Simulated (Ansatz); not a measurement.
W (bcc, W type)

```xyz
2
Lattice="-3.1835 3.1835 3.1835 1.5918 -1.5918 1.5918 1.5918 1.5918 -1.5918" Properties=species:S:1:pos:R:3 pbc="T T T"
W      0.0000     0.0000     0.0000
W     -1.5918     1.5918     1.5918
```

A phonon eigenvector at N = (0.5, 0.0, 0.0) is frozen into this cell: atom i moves by Q times the vector below, so Q is the largest atomic displacement, in Å. The cell is held. (q is in reciprocal vectors of the primitive cell; the cell shown is doubled to hold the pattern.)

```json
[
 {"atom": "W1", "x": "0.000", "y": "-0.707", "z": "-0.707"},
 {"atom": "W2", "x": "0.000", "y": "0.707", "z": "0.707"}
]
```

Level of theory: PBE (plane waves to 420 eV, PAW, scalar-relativistic; Ansatz, a first-principles code). k mesh 10×20×20 (Γ-centred), Fermi-Dirac smearing 0.05 eV. With partly filled bands, energies and forces of such displacements shift with the k mesh and the smearing. Spin-orbit coupling is left out, though W is heavy. W is run without spin polarisation. W was relaxed with its symmetry unable to fall. 

```
Q (Å)   −dE/dQ from forces (eV/Å)
------  -------------------------
-0.180                     10.765
-0.150                      9.101
-0.120                      7.378
-0.090                      5.624
-0.060                      3.806
-0.030                      1.918
0.000                       0.000
0.030                      -1.918
0.060                      -3.806
0.090                      -5.624
0.120                      -7.378
0.150                      -9.101
0.180                     -10.765
```

Problem. What harmonic wavenumber does the curvature at Q = 0 give?

Solution. 218 cm⁻¹. E″ = 64.11 eV/Å², M = Σ mᵢ|uᵢ|² = 367.7 u, ν̃ = 521.5·√(|E″|/M).

(A displaced cell: forces are minus the slopes of the energy, force constants its curvatures, and phonons follow from these.)
